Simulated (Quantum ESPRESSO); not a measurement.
# Planted mistakes on one cell of Al2GeZnN4

These are calculations, not measurements. They come from pw.x of Quantum ESPRESSO 7.5, a plane-wave density functional program, with PseudoDojo standard norm-conserving files (v0.5 for PBE, v0.4.1 for LDA and PBEsol). The cells are made up: elements, strain and atom displacements were drawn at random, and nothing was relaxed. There is no spin polarisation, spin-orbit coupling or dispersion term.

The cell has 8 sites of a wurtzite lattice (rectangular cell). Sites 1 to 4 hold Al Al Ge Zn; sites 5 to 8 hold N N N N. Cell vectors in Å: (3.163, 0.035, -0.001); (0.060, 5.434, 0.037); (-0.002, 0.035, 4.982). Settings: PBE, cutoff 1143 eV, 6 x 4 x 4 k mesh shifted by half a step, Fermi-Dirac smearing of 0.025 eV.

The intended run has a self-consistency threshold of 1e-07 eV, a smearing term of 0.000 eV, a pressure of 14.00 GPa and 13 iterations. Each further run changes one thing: all lengths scaled by 1.0123; atoms of sites 3 and 8 exchanged; cutoff 641 eV; files of PBEsol; k mesh 1 x 1 x 1; one electron removed; smearing 0.37 eV; threshold 0.05 eV. A coarse mesh keeps the shift, and a charged cell sits in a uniform background.

| run | change of free energy (eV) | smearing term -TS (eV) | change of P (GPa) | largest change of a force component (eV/Å) | iterations |
| --- | --- | --- | --- | --- | --- |
| A | 25.772 | 0.000 | -272.69 | 0.189 | 13 |
| B | -10.052 | -0.013 | -27.64 | 1.311 | 13 |
| C | 9.713 | 0.000 | -5.09 | 0.176 | 13 |
| D | -0.042 | -0.177 | 0.53 | 0.152 | 12 |
| E | 18.663 | -0.006 | 44.36 | 13.602 | 14 |
| F | 0.008 | 0.000 | 2.05 | 0.274 | 6 |
| G | -0.201 | 0.000 | -7.67 | 0.407 | 13 |
| H | -2.455 | 0.000 | -3.97 | 2.117 | 12 |

A rerun of the intended cell at 1437 eV and k mesh 8 x 6 x 6 moved values by no more than 0.002 eV in the cell's energy, 0.04 GPa in stress and 0.002 eV/Å in force.

Question: which change belongs to which run?

## Worked reading

Run F has the fewest iterations, as a run stopped early does. Run D has the largest smearing term, as wide smearing gives. Run A has a higher energy and the largest fall in pressure, as too small a basis gives. Run G changes the volume by a factor of 1.0374; minus its pressure change over the logarithm of that factor, 209 GPa, is a rough bulk modulus with clamped atoms. Energies from files of another functional, or of a charged cell, have another zero and say nothing on stability; the pressure of a charged cell rests on the program's zero of potential too.

## Key

| run | change |
| --- | --- |
| A | cutoff 641 eV |
| B | one electron removed |
| C | files of PBEsol |
| D | smearing 0.37 eV |
| E | atoms of sites 3 and 8 exchanged |
| F | threshold 0.05 eV |
| G | all lengths scaled by 1.0123 |
| H | k mesh 1 x 1 x 1 |